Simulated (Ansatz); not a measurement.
Pt (fcc (Cu type)), relaxed and computed with several functionals in Ansatz (plane waves, PAW). Much of their spread follows the volume that each gives.

| functional | V (Å³/atom) | K_Hill (GPa) |
|---|---|---|
| r²SCAN+D4 | 15.17 | 280 |
| LDA | 14.76 | 307 |
| PBE | 15.64 | 248 |
| PBE+D3(BJ) | 15.16 | 276 |
| r²SCAN | 15.29 | ? |

### Question
Fit a straight line to ln K against ln V and predict the withheld value.

### Answer
Least squares on the 4 shown rows: ln K = -3.68 × ln V + (15.633), with a scatter of 0.6 %. For r²SCAN this gives 270. The run itself gave 272, a miss of 0.7 % of that.

All cells were relaxed under the symmetry of their starts (and spin orders); stability against distortions was not tested throughout. Rows with no word on spin ran without spin polarisation. Spin–orbit coupling is left out wherever it is not named.

Potentials: the later of the program's two PAW sets.

Ansatz (a program for electronic structure) is a plane-wave DFT program.
